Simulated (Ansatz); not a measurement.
Fields on a plane of Al (fcc, Cu type)

```xyz
1
Lattice="0.0000 1.9960 1.9960 1.9960 0.0000 1.9960 1.9960 1.9960 0.0000" Properties=species:S:1:pos:R:3 pbc="T T T"
Al     0.0000     0.0000     0.0000
```

The slice is a {111} plane (indices of the conventional cell) through the point (0.000, 0.000, 0.000) (fractional), spanned by u = [100] and v = [-1 2 0] in vectors of this cell: u (2.82 Å) and v (4.89 Å, at 90° to u). It covers one period; positions are fractions (u, v).

Atoms on it: Al at (0.00, 0.00); Al at (0.50, 0.50).

The numbers are results of r2SCAN (plane waves to 500 eV, PAW, scalar-relativistic; Ansatz, a first-principles code), not measurements. k mesh 20×20×20. Inside the PAW spheres the values are not all-electron values, and peaks at nuclei hang on which shells count as valence. Al was relaxed with its symmetry unable to fall.

```
|    ::**@@@@@@@@@@@@@@**::  |
|::::++%%@@@@@@@@@@@@@@%%++::|
|****%%@@@@@@@@@@@@@@@@@@%%**|
|@@@@@@@@@@@@@@@@@@@@@@@@@@@@|
|@@@@@@@@@@@@@@@@@@@@@@@@@@@@|
|@@@@@@@@@@@@@@@@@@@@@@@@@@@@|
|@@@@@@@@@@@@@@@@@@@@@@@@@@@@|
|@@@@@@@@@@@@@@@@@@@@@@@@@@@@|
|@@@@@@@@@@%%******%%@@@@@@@@|
|@@@@@@@@%%++::::::++%%@@@@@@|
|@@@@@@@@**::      ::**@@@@@@|
|@@@@@@@@++::      ::++@@@@@@|
|@@@@@@@@**::      ::**@@@@@@|
|@@@@@@@@%%++::::::++%%@@@@@@|
|@@@@@@@@@@%%******%%@@@@@@@@|
|@@@@@@@@@@@@@@@@@@@@@@@@@@@@|
|@@@@@@@@@@@@@@@@@@@@@@@@@@@@|
|@@@@@@@@@@@@@@@@@@@@@@@@@@@@|
|@@@@@@@@@@@@@@@@@@@@@@@@@@@@|
|@@@@@@@@@@@@@@@@@@@@@@@@@@@@|
|****%%@@@@@@@@@@@@@@@@@@%%**|
|::::++%%@@@@@@@@@@@@@@%%++::|
|    ::**@@@@@@@@@@@@@@**::  |
|    ::++@@@@@@@@@@@@@@++::  |
```
Scale: ten equal steps from -1.24 (start of ' ') to -0.66 (end of '@'), in the order ' .:-=+*#%@'. Values: log₁₀ of the valence density in e/Å³. The map has 14 points along u (two characters each, u = 0 at the left) and 24 along v (v = 0 in the bottom row). The scale is logarithmic, as a density can span decades between atoms and voids.

```
v \ u  0.00  0.14  0.29  0.43  0.57  0.71  0.86
-----  ----  ----  ----  ----  ----  ----  ----
0.88   0.11  0.30  0.60  0.60  0.60  0.60  0.30
0.75   0.61  0.62  0.62  0.61  0.61  0.62  0.62
0.62   0.59  0.61  0.49  0.15  0.15  0.49  0.61
0.50   0.62  0.60  0.10     x     x  0.10  0.60
0.38   0.59  0.61  0.49  0.15  0.15  0.49  0.61
0.25   0.61  0.62  0.62  0.61  0.61  0.62  0.62
0.12   0.11  0.30  0.60  0.60  0.60  0.60  0.30
0.00      x     x  0.42  0.63  0.63  0.42     x
```

Values: electron localisation function (ELF). Points within 0.5 Å of a nucleus are blanked (x), as the pseudised field means little there.

The density on the Al–Al line (2.82 Å) at its midpoint is 0.21 e/Å³ and the ELF at that point is 0.62. ELF maximum in the middle third of the Al–Al line: 0.63, 1.2 Å from Al.
